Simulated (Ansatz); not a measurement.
## What DFT gives for Ca3Sc

```
Sc Ca
1.0
     0.00000    4.56944    0.00000
     4.56944    0.00000    0.00000
     2.28472    2.28472   -5.07965
Sc Ca
1 3
Direct
  0.50000 0.50000 0.00000
  0.00000 0.00000 0.00000
  0.75000 0.25000 0.50000
  0.25000 0.75000 0.50000
```

Level: r2SCAN, no spin polarisation; 500 eV; 8×8×8 Γ-centred mesh; gaussian occupations (width 0.1873 eV); Ansatz 0.2.0, fixed geometry.

(1) What does the stress say?

(2) Is there a gap?

(3) Describe some of the short contacts.

(4) Which element gives electrons and which takes them?

Origin: a known structure type with other elements, at an estimated volume, so it need not be a known compound. Caveats: many states at the Fermi level without spin polarisation, so a magnetic state may lie lower; wide smearing.

## Answers

(1) The pressure is 12.9 GPa (compression positive), so with the atoms held at these fractions the cell would first expand.

(2) It is a metal, with about 5.4 states/eV a cell as the mean within 0.25 eV of the Fermi level.

(3) Sc–Ca at 3.23 Å: least valence density 0.09 e/Å³ and ELF 0.11 there. Ca–Ca at 3.23 Å: least valence density 0.07 e/Å³ and ELF 0.07 there. Both are smooth PAW fields, read partly inside the augmentation spheres.

(4) Bader charges in e: Ca +0.78 to +0.82, Sc -2.43. In the mean Ca gives up most and Sc takes most.
